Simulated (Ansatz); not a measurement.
Relaxed Mo (bcc, W type):

```yaml
crystal:
  lattice:
    - [-3.15088, 3.15088, 3.15088]
    - [1.57544, -1.57544, 1.57544]
    - [1.57544, 1.57544, -1.57544]
  atoms:
    - { symbol: Mo, position: [0.00000, 0.00000, 0.00000] }
    - { symbol: Mo, position: [0.50000, 0.00000, 0.00000] }
```

Calculation: r2SCAN (plane waves to 500 eV, PAW, scalar-relativistic; Ansatz, a first-principles code). k mesh 17×17×17 (Γ-centred), Fermi-Dirac smearing 0.05 eV. With partly filled bands, energies and forces of such displacements shift with the k mesh and the smearing. On this mesh the relaxed cell isn't quite at rest: it carries a pressure of 0.1 GPa (compression positive) at the zero of the scan. Mo is run without spin polarisation. Mo was relaxed with its symmetry unable to fall. The PAW data are Ansatz's earlier set.

One atom of the cell was then moved (with its periodic images), all else fixed, and the forces (eV/Å) came out as:

```json
[
 {"atom": "Mo1", "Fx": "-0.824", "Fy": "-1.921", "Fz": "-0.556"},
 {"atom": "Mo2", "Fx": "0.824", "Fy": "1.921", "Fz": "0.556"}
]
```

With two atoms only their relative shift counts; take Mo2 as fixed.

### Question
Which atom was moved, and by which vector (Å)?

### Answer
Mo1, by (0.19, 0.19, 0.00), 0.27 Å in all.

(A displaced cell: forces are minus the slopes of the energy, force constants its curvatures, and phonons follow from these.)
